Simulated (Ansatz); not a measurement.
Values for one crystal, relaxed and computed with plane-wave PAW LDA (Ansatz code); other levels are named.

```yaml
volume_per_atom: 16.56 Å³
electronic_character: metallic (no gap)
Young's modulus: 72.7 GPa
Vibrational entropy at 300 K: 47.4 J/(K·mol of atoms)
debye_temperature_from_the_elastic_constants: 150 K
Poisson's ratio: 0.44
dynamical_stability_on_the_path: stable (no imaginary branch)
```

Task: Which compound is it?
A. Au, fcc (Cu type)
B. Ir, fcc (Cu type)
C. Pt, fcc (Cu type)
D. Cu, fcc (Cu type)

Result: A, Au, fcc (Cu type)

Space group Fm-3m (fcc (Cu type)). The cell was relaxed with LDA under the symmetry of its start. As this level gives no gap, shear constants depend on the k-mesh and smearing (Fermi–Dirac, 0.1 eV here). Spin–orbit coupling is left out wherever it is not named.

Potentials: the earlier of the program's two PAW sets. The files were generated under PBE; for other functionals the program regenerates the frozen cores, and for LDA and PBEsol the local potential too.
